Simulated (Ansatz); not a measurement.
# Nb: frozen-core PAW against all-electron methods

```
Nb
1.0
     0.00000    2.11500    2.15730
     2.11500    0.00000    2.15730
     2.11500    2.11500    0.00000
Nb
1
Direct
  0.00000 0.00000 0.00000
```

The cell comes from COD entry 1534903, which wasn't checked; take it as a given geometry. The listed cell was then made from it by scaling, straining or moving an atom.

Levels of theory: DFT, LDA, PAW with Ansatz's default frozen-core files, scalar-relativistic (Ansatz 0.2.0); DFT, LDA, all-electron PAW with datasets made for the crystal, scalar-relativistic (Ansatz 0.2.0); DFT, LDA, all-electron LAPW, scalar-relativistic (Ansatz 0.2.0).

For PAW: a Γ-centred 13×13×13 k mesh, Fermi–Dirac smearing of 0.03 eV, cutoff 420 eV, no spin polarisation; the PAW files were made with PBE, and the program remakes their frozen cores for this functional. The crystal-made all-electron datasets (AE datasets) take a cutoff of 240 eV at this cell. LAPW targets a basis error of 0.5 meV/atom. The Ansatz runs share mesh, smearing and spin set-up. Plane-wave (PAW) pressures include the program's estimate of the Pulay term.

Stress and pressure are positive in compression.

Spin–orbit coupling is left out, which moves gradients at and beside heavy atoms by some per cent and at worst by a factor of two.

In a metal, gradients converge slowly with the k mesh: the values move by tens of per cent from one mesh to another, at times in sign, so only the comparison on one mesh counts.

```csv
quantity,PAW,AE datasets,LAPW
pressure (GPa),-13.17,-13.18,-13.18
stress xx (GPa),-14.78,-14.78,-14.79
stress zz (GPa),-9.96,-9.97,-9.97
field gradient Vzz at Nb (10²¹ V/m²),-1.26,-1.29,–
```

PAW's pressure differs from the LAPW value by about 0.01 GPa or less. Datasets made for the crystal and LAPW share parts of one code, so their agreement isn't an independent check.
